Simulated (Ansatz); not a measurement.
# Structures of YAl$_{3}$Ag: which is lowest?

Plane-wave DFT in Ansatz with scalar-relativistic PAW potentials, cutoff 420 eV, Γ-centred meshes chosen by cell and gap, Gaussian smearing with energies taken to zero width. Every cell was relaxed (cell and atoms) in a run of its own, within the symmetry of its start. Functional: PBEsol.

Relaxed structures (starts from databases or built by putting these elements on another compound's sites):
A. R-3c, 10 atoms in the computed cell, a = 7.511 Å, c = 13.344 Å; sites (symmetry × multiplicity) Y 32 × 6, Al .2 × 18, Ag -3. × 6; start: built
B. P6_3/mmc, 10 atoms in the computed cell, a = 6.308 Å, c = 5.719 Å; sites (symmetry × multiplicity) Y -6m2 × 2, Al mm2 × 6, Ag -3m. × 2; start: built

Rank them by energy. Could pressure change the order?

```csv
structure,group,E − E(lowest) (meV/atom),V (Å³/atom),gap on mesh (eV)
B,P6_3/mmc,0.0,19.71,0.00
A,R-3c,344,21.73,0.00
```

B is lowest, 344 meV/atom under A. The lowest is also the densest of these, so pressure wouldn't bring one of the others in at first order. Other structures may lie lower than all of these, and vibrations aren't counted.